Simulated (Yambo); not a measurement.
Yambo run on a free-standing CaO2H2 monolayer (symmetry P-3m1, slab cell 17.5 Å high). The wavefunctions come from this Quantum ESPRESSO step (PBEsol, PseudoDojo standard norm-conserving files, scalar-relativistic):

```
&CONTROL
  calculation = 'nscf'
  pseudo_dir = './pseudo'
  outdir = './out'
/
&SYSTEM
  ibrav = 0
  nat = 5
  ntyp = 3
  ecutwfc = 84.0
  ecutrho = 336.0
  occupations = 'fixed'
  force_symmorphic = .true.
  nbnd = 175
  assume_isolated = '2D'
/
&ELECTRONS
  conv_thr = 5e-09
  diago_full_acc = .true.
  diago_thr_init = 1e-08
/
ATOMIC_SPECIES
H 1.0080 H.upf
O 15.9990 O.upf
Ca 40.0780 Ca.upf
CELL_PARAMETERS angstrom
  3.571872348241   0.000000000000   0.000000000000
 -1.785936174121   3.093332192652   0.000000000000
  0.000000000000   0.000000000000  17.500000000000
ATOMIC_POSITIONS crystal
H   0.333333333000   0.666666667000   0.119303785000
H   0.666666666333   0.333333333667  -0.119303785000
O   0.333333333000   0.666666667000   0.064203264100
O   0.666666666333   0.333333333667  -0.064203264100
Ca   0.000000000000   0.000000000333  -0.000000000000
K_POINTS automatic
6 6 1 0 0 0
```

Yambo input:

```
rim_cut
gw0
dyson
el_el_corr
HF_and_locXC
ppa
em1d
rim_w
RandQpts= 1000000
RandGvec= 2 Ry
CUTGeo= "slab z"
EXXRLvcs= 84 Ry
VXCRLvcs= 336 Ry
Chimod= "HARTREE"
% BndsRnXp
 1 | 174 |
%
NGsBlkXp= 8 Ry
% LongDrXp
 1.0 | 1.0 | 0.0 |
%
RandGvecW= 1000 mRy
PPAPntXp= 27.2114 eV
% GbndRnge
 1 | 174 |
%
GTermKind= "BG"
DysSolver= "n"
ExtendOut
% QPkrange
 1 | 1 | 12 | 13 |
 4 | 4 | 12 | 13 |
 7 | 7 | 12 | 13 |
%
```

k points by index: 1 = Γ, 4 = M, 7 = K.

Table of the .qp output:

```
#    K-point    Band    Eo [eV]    E [eV]    E-Eo [eV]    Vxc [eV]    Vnlxc [eV]    Sc|Eo [eV]    Sc|E [eV]    dSc/dw|Eo [eV]    Re(Z)    Im(Z)
#
    1    12    0.000000    -2.122036    -2.122036    -19.23875    -25.26664    3.426701    3.905847    -6.143798    0.815805    -0.001268
    1    13    3.747513    4.798485    1.050972    -4.649698    -2.077093    -1.438843    -1.521633    -2.143441    0.926981    -0.636296E-3
    4    12    -0.409276    -2.639525    -2.230248    -18.72186    -24.88580    3.430304    3.933690    -6.141426    0.815863    -0.001310
    4    13    6.604479    9.154557    2.550079    -11.75422    -5.778623    -3.068279    -3.425516    -3.811848    0.877128    -0.890283E-3
    7    12    -0.400375    -2.673044    -2.272669    -18.36004    -24.48727    3.348128    3.854559    -6.063249    0.817780    -0.001309
    7    13    7.440678    9.943091    2.502413    -11.08151    -5.342203    -2.905120    -3.236890    -3.607328    0.882947    -0.001650
```
(The two width columns are left out.) Convergence of these settings isn't established.

Geometry relaxed with PBEsol.

This is a model layer cut from the bulk structure; whether it is stable on its own was not checked.
